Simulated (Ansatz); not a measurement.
LaH₃ in space group Fm-3m (No. 225; La on 4a, H on 4b, H on 8c) under volume change, plane-wave PAW PBEsol (Ansatz code), scaled uniformly.

```json
[
 {"V (Å³/atom)": "9.469", "E − E(relaxed) (meV/atom)": "25.8", "P (GPa)": "9.55"},
 {"V (Å³/atom)": "9.781", "E − E(relaxed) (meV/atom)": "10.9", "P (GPa)": "5.89"},
 {"V (Å³/atom)": "10.093", "E − E(relaxed) (meV/atom)": "2.6", "P (GPa)": "2.72"},
 {"V (Å³/atom)": "10.405", "E − E(relaxed) (meV/atom)": "0.0", "P (GPa)": "-0.02"},
 {"V (Å³/atom)": "10.718", "E − E(relaxed) (meV/atom)": "2.4", "P (GPa)": "-2.40"},
 {"V (Å³/atom)": "11.030", "E − E(relaxed) (meV/atom)": "9.1", "P (GPa)": "-4.45"},
 {"V (Å³/atom)": "11.342", "E − E(relaxed) (meV/atom)": "19.6", "P (GPa)": "-6.23"}
]
```

Problem. What does a third-order Birch–Murnaghan fit give for V₀, B₀ and B′?

Solution. V₀ = 10.40 Å³/atom, B₀ = 85.0 GPa, B′ = 3.8.

The first step of the workflow began from a Materials Project structure, measured or hypothetical; the Crystallography Open Database copy checked does not list it. Its standing as an ambient phase is unchecked. The cell was relaxed with PBEsol under the symmetry of its start; of distortions, only those at the zone centre were tested. Scalar-relativistic: spin–orbit coupling is off unless named, which matters more the heavier the elements.

Potentials: the later of the program's two PAW sets.
